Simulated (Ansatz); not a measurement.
TePb:
```cif
data_Pb4Te4
_chemical_formula_sum 'Te4 Pb4'
_space_group_name_H-M_alt 'Fm-3m'
_space_group_IT_number 225
_space_group_name_Hall '-F 4 2 3'
_cell_length_a 6.38034
_cell_length_b 6.38034
_cell_length_c 6.38034
_cell_angle_alpha 90.000
_cell_angle_beta 90.000
_cell_angle_gamma 90.000
loop_
_atom_site_label
_atom_site_type_symbol
_atom_site_symmetry_multiplicity
_atom_site_Wyckoff_symbol
_atom_site_fract_x
_atom_site_fract_y
_atom_site_fract_z
_atom_site_occupancy
Te1 Te 4 a 0.00000 0.00000 0.00000 1
Pb1 Pb 4 b 0.50000 0.50000 0.50000 1
```
(The calculation used a cell of 2 atoms; values per cell refer to that cell.)

Relaxed with LDA.

Problem. Decompose the optical modes at the zone centre into irreducible representations, and say which are infrared and Raman allowed.

Solution. Point group m-3m: Γ_opt = T1u. Infrared: T1u. Raman: none.

Problem. Assign frequencies (DFPT, plane-wave PAW LDA (Ansatz code); without the LO–TO term).

Solution. T1u 43 cm⁻¹.

The LDA relaxation kept the symmetry of its start; of distortions, only those at the zone centre were tested. Scalar-relativistic: spin–orbit coupling is off unless named, which matters more the heavier the elements.

Potentials: the later of the program's two PAW sets.
